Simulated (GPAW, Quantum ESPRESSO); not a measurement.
Given: the input of a run of Quantum ESPRESSO 7.5 on ScNb. The cell comes from a database or a generator and needn't be the stable form of this composition.

File pw.in:

```
&CONTROL
  calculation = 'scf'
  prefix = 'pwscf'
  outdir = './tmp'
  pseudo_dir = './pseudo'
  tprnfor = .true.
  tstress = .true.
  disk_io = 'low'
/
&SYSTEM
  ibrav = 0
  nat = 2
  ntyp = 2
  ecutwfc = 60
  ecutrho = 440
  nbnd = 19
  occupations = 'smearing'
  smearing = 'fd'
  degauss = 0.00367493
/
&ELECTRONS
  conv_thr = 4d-10
  electron_maxstep = 120
  mixing_beta = 0.5
/
ATOMIC_SPECIES
Nb    92.9064 Nb.pbe-spn-kjpaw_psl.0.3.0.UPF
Sc    44.9559 Sc_ONCV_PBE-1.0.oncvpsp.upf
CELL_PARAMETERS angstrom
   3.0656443612    0.0000000000    0.0000000000
  -1.5328221806    2.6549258957    0.0000000000
   0.0000000000    0.0000000000    5.0721940000
ATOMIC_POSITIONS crystal
Nb     0.3333333333    0.6666666667    0.5000000000
Sc     0.0000000000    0.0000000000    0.0000000000
K_POINTS automatic
10 10 5 0 0 0
```

File pp_density.in:

```
&INPUTPP
  prefix = 'pwscf'
  outdir = './tmp'
  filplot = 'density.dat'
  plot_num = 0
/
&PLOT
  nfile = 1
  filepp(1) = 'density.dat'
  iflag = 3
  output_format = 6
  fileout = 'density.cube'
/
```

File pp_potential.in:

```
&INPUTPP
  prefix = 'pwscf'
  outdir = './tmp'
  filplot = 'potential.dat'
  plot_num = 11
/
&PLOT
  nfile = 1
  filepp(1) = 'potential.dat'
  iflag = 3
  output_format = 6
  fileout = 'potential.cube'
/
```

Potentials or basis: SSSP 1.3 efficiency PBE.

Run with:

```sh
$ OMP_NUM_THREADS=1 pw.x -in pw.in > pw.out
$ OMP_NUM_THREADS=1 pp.x -in pp_density.in > pp_density.out
$ OMP_NUM_THREADS=1 pp.x -in pp_potential.in > pp_potential.out
```

**Question.** What does the same run look like in GPAW 26.7.0 (ASE script)? Potentials or basis there: GPAW PAW data sets (gpaw-data 1.2.1), cutoff 600 eV.

**Answer.** As run (cutoffs and basis follow the program's own potentials, and thresholds, step limits or extra output files can differ):

run.py

```python
from ase import Atoms
from ase.dft.bandgap import bandgap
from ase.io import write
from ase.units import GPa
from gpaw import GPAW, PW

atoms = Atoms(['Nb', 'Sc'],
              cell=[[3.0656443612, 0.0, 0.0],
                    [-1.5328221806, 2.6549258957, 0.0],
                    [0.0, 0.0, 5.072194]],
              scaled_positions=[[0.3333333333, 0.6666666667, 0.5],
                                [0.0, 0.0, 0.0]],
              pbc=True)

calc = GPAW(mode=PW(600),
            xc='PBE',
            kpts={'size': (10, 10, 5), 'gamma': True},
            occupations={'name': 'fermi-dirac', 'width': 0.05},
            nbands=24,
            convergence={'density': 1e-05, 'energy': 1e-05},
            maxiter=150,
            txt='gpaw.txt')
atoms.calc = calc
energy = atoms.get_potential_energy()
forces = atoms.get_forces()
stress = atoms.get_stress()
calc.write('gs.gpw')
write('result.traj', atoms)
print(f'Energy: {energy:.6f} eV')
print('Forces (eV/A):')
print(forces.round(4))
print('Stress (GPa):', (stress / GPa).round(3))
print('Fermi level:', round(calc.get_fermi_level(), 4), 'eV')
print(f'Gap: {bandgap(calc)[0]:.4f} eV, direct: {bandgap(calc, direct=True)[0]:.4f} eV')
```

Potentials or basis: GPAW PAW data sets (gpaw-data 1.2.1), pw.

The run is started by

```bash
$ OMP_NUM_THREADS=1 python run.py
```

Both were run:

|  | Quantum ESPRESSO | GPAW |
| --- | --- | --- |
| Pressure | -0.1 GPa | -0.4 GPa |

Pressure is positive in compression.
